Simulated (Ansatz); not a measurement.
MgCu₃H:
```
CELL_PARAMETERS angstrom
      3.79618     0.00000     0.00000
      0.00000     3.79618     0.00000
      0.00000     0.00000     3.79618
ATOMIC_POSITIONS crystal
  Mg 0.00000 0.00000 0.00000
  Cu 0.50000 0.50000 0.00000
  Cu 0.50000 0.00000 0.50000
  Cu 0.00000 0.50000 0.50000
  H  0.50000 0.50000 0.50000
```

Relaxed with r²SCAN.

**Question.** Give the Bader charges and basin volumes of the independent atoms, plane-wave PAW r²SCAN (Ansatz code).

**Answer.** 

```
atom  Bader charge (e)  Bader volume (Å³)
----  ----------------  -----------------
Mg1              +1.58                5.4
Cu2              -0.44               15.3
H5               -0.25                3.4
```

Space group Pm-3m (anti-perovskite). The start of the workflow was typed in or built on a structure type; neither database checked (COD, Materials Project) lists it. Whether it is the stable phase at ambient conditions was not checked. The cell was relaxed with r²SCAN under the symmetry of its start; whether a distortion lowers the energy is not shown. The run is not spin-polarised.

Potentials: the earlier of the program's two PAW sets.
